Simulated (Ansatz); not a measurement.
Sr₃Se₂Cl₂O₆ in space group C2 (No. 5; Pearson symbol mS26) under volume change, the program Ansatz at the LDA level (PAW), shape and atoms relaxed at each volume.

```csv
V (Å³/atom),E − E(relaxed) (meV/atom),P (GPa)
15.667,?,?
16.184,?,?
16.700,2.0,1.32
17.217,0.0,0.00
17.733,1.6,-0.96
18.250,5.6,-1.62
18.766,11.6,-2.16
```

Some entries are withheld; supply them.


- 16.184, E − E(relaxed) (meV/atom): 9.0
- 16.184, P (GPa): 3.08
- 15.667, E − E(relaxed) (meV/atom): 22.4
- 15.667, P (GPa): 5.34

What does a third-order Birch–Murnaghan fit give for V₀, B₀ and B′?

V₀ = 17.22 Å³/atom, B₀ = 37.5 GPa, B′ = 9.0.

The workflow started from a Materials Project entry (that database holds measured and hypothetical structures alike); the Crystallography Open Database copy checked does not list it. Its standing as an ambient phase is unchecked. The cell was relaxed with LDA under the symmetry of its start; its stability against distortions is not shown here.

Potentials: the later of the program's two PAW sets.
